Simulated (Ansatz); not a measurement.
Cs₂InAgCl₆: do energies and stresses tell the same story?

Theory: DFT PBEsol, scalar-relativistic, plane waves, PAW in Ansatz 0.2.0.

Settings: cutoff 420 eV, Γ-centred mesh 6×6×6 on the computed 10-atom cell, Gaussian smearing of 0.02 eV; no spin polarisation.

Relaxed cell: Fm-3m, a = 10.383 Å, b = 10.383 Å, c = 10.383 Å, α = 90.00°, β = 90.00°, γ = 90.00°, 10 atoms in the primitive cell.

Energies at zero smearing and pressures from the stress tensor, at volumes with shape and atoms relaxed:
```
V (Å³/atom) E − E(first) (meV/atom) P (GPa)
     26.307                     0.00     2.39
     27.147                    -8.97     1.08
     27.986                   -11.70     0.00
     28.826                    -9.34    -0.87
     29.666                    -2.85    -1.57
```

**Question.** Check P = −dE/dV between neighbouring volumes, and get the bulk modulus from the pressures alone.

**Answer.** With 1 eV/Å³ = 160.2 GPa:
```tsv
middle V (Å³/atom)	−ΔE/ΔV (GPa)	mean P (GPa)
26.727	1.711	1.732
27.567	0.521	0.539
28.406	-0.450	-0.435
29.246	-1.238	-1.219
```

The two differ by 0.02 GPa at most. The mean of two end pressures misses the average over a step by about ΔV² P″/12, up to 0.02 GPa here; with that taken off 0.00 GPa remains. Around V = 27.986 Å³/atom, the two neighbours give B = −V ΔP/ΔV = 27.986 × 1.95 / 1.679 = 32.5 GPa, against B0 = 32.2 GPa from the Birch–Murnaghan fit of the energies.

Cost: 6 runs of about 5.9 core-minutes in all, on Arm Neoverse V2 (shared hosts).